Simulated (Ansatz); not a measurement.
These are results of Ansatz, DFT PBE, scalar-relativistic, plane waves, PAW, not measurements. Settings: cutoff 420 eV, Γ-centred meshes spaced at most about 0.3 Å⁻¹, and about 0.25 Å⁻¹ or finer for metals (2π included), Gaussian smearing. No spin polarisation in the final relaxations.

All energies are static (0 K, no zero-point motion).

Two relaxed structures of TaSiO₄:

A.

```yaml
crystal:
  lattice:
    - [5.53798, 0.00000, 0.00000]
    - [0.00000, 5.53798, 0.00000]
    - [0.00000, 0.00000, 3.01890]
  atoms:
    - { symbol: Ta, position: [0.00000, 0.00000, 0.50000] }
    - { symbol: Si, position: [0.50000, 0.50000, 0.00000] }
    - { symbol: O, position: [0.66035, 0.00000, 0.50000] }
    - { symbol: O, position: [0.33965, 0.00000, 0.50000] }
    - { symbol: O, position: [0.00000, 0.66035, 0.50000] }
    - { symbol: O, position: [0.00000, 0.33965, 0.50000] }
```

B.

```yaml
crystal:
  lattice:
    - [5.55076, 0.00000, 0.00000]
    - [-2.77538, 4.80710, 0.00000]
    - [0.00000, 0.00000, 2.52674]
  atoms:
    - { symbol: Ta, position: [0.00000, 0.00000, 0.00000] }
    - { symbol: Si, position: [0.33333, 0.66667, 0.00000] }
    - { symbol: O, position: [0.66667, 0.33333, 0.00000] }
    - { symbol: O, position: [0.06209, 0.53104, 0.50000] }
    - { symbol: O, position: [0.46896, 0.53104, 0.50000] }
    - { symbol: O, position: [0.46896, 0.93791, 0.50000] }
```

Question: Which form is favoured at zero pressure, and by what margin per atom?

Answer: A is lower, by 283 meV/atom. A has space group P4/mmm (No. 123), 15.4 Å³/atom and no gap on its mesh; B has space group P-6m2 (No. 187), 11.2 Å³/atom and no gap. Counting O atoms around Si and Ta (those within 1.25 times the shortest such distance or 1.15 times the sum of covalent radii; the shortest distance is added where it is long for a bond), A has Ta 4, Si 16 from 3.3 Å and B has Ta 15 from 3.1 Å, Si 6. B holds Si–Si chains (shortest 2.53 Å); in A the shortest Si–Si distance is 3.02 Å. The lower one is the more open, so pressure narrows the difference. In A, Ta is surrounded by 4 O at 1.88 Å and 2 Ta at 3.02 Å; around Si lie 2 Si at 3.02 Å and 16 O at 3.28 Å; around O lie 1 O at 1.78 Å, 1 Ta at 1.88 Å, 2 O at 2.66 Å, 2 O at 3.02 Å and 4 Si at 3.28 Å. In B, around Ta lie 2 Ta at 2.53 Å; Si has 6 O at 1.82 Å and 2 Si at 2.53 Å; O on a site of symmetry -6m2 is surrounded by 6 O at 2.28 Å and 2 O at 2.53 Å (long contacts); 1 more site not described. Both come from invented guesses. A third cell relaxed alike, in P4/mmm, lies 1.93 eV/atom below the lower of the two.

These runs have no spin–orbit coupling, which can matter for Ta. In P4/mmm, P-6m2 an odd number of electrons in the primitive cell allows no gap without spin; a larger cell or a magnetic state could open one. Cells relaxed within their symmetry can be saddle points.
